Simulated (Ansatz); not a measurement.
This cell of WSe$_{2}$ (2H-MoS2 type, space group P6_3/mmc) is off equilibrium:

```yaml
crystal:
  lattice:
    - [3.29952, 0.00000, 0.00000]
    - [-1.64976, 2.85747, 0.00000]
    - [0.00000, 0.00000, 13.14745]
  atoms:
    - { symbol: W, position: [0.33333, 0.66667, 0.25000] }
    - { symbol: W, position: [0.66667, 0.33333, 0.75000] }
    - { symbol: Se, position: [0.33333, 0.66667, 0.62334] }
    - { symbol: Se, position: [0.66667, 0.33333, 0.12334] }
    - { symbol: Se, position: [0.61292, 0.22583, 0.35623] }
    - { symbol: Se, position: [0.33333, 0.66667, 0.87666] }
```

The numbers are results of r2SCAN+rVV10 (plane waves to 500 eV, PAW, scalar-relativistic; Ansatz, a program for electronic structure), not measurements. k mesh 9×9×2 (Γ-centred), Fermi-Dirac smearing 0.05 eV. Energies are smeared free energies. Stress and pressure are positive under compression. Spin-orbit coupling is left out, though W is heavy. The PAW data are Ansatz's earlier set. WSe2 is run without spin polarisation. WSe2 was relaxed with its symmetry unable to fall.

Question: Predict the force on every atom, in eV/Å.

Answer: 
```json
[
 {"atom": "W1", "Fx": "0.000", "Fy": "-6.647", "Fz": "-7.464"},
 {"atom": "W2", "Fx": "0.000", "Fy": "-0.008", "Fz": "0.001"},
 {"atom": "Se3", "Fx": "0.000", "Fy": "-0.013", "Fz": "-0.064"},
 {"atom": "Se4", "Fx": "0.000", "Fy": "-0.068", "Fz": "-0.686"},
 {"atom": "Se5", "Fx": "0.000", "Fy": "6.732", "Fz": "8.220"},
 {"atom": "Se6", "Fx": "0.000", "Fy": "0.002", "Fz": "-0.007"}
]
```

Question: What is the stress tensor (GPa)?

Answer: 
```
    2.4      0.0      0.0
    0.0     12.7     12.2
    0.0     12.2     15.9
```
The pressure, a third of the trace, is 10.3 GPa.

Question: In it atom 5 sits (0.000, -0.307, -0.269) Å away from its relaxed site. What is its energy relative to the relaxed cell?

Answer: 1691 meV/cell.

(A displaced cell: forces are minus the slopes of the energy, force constants its curvatures, and phonons follow from these.)
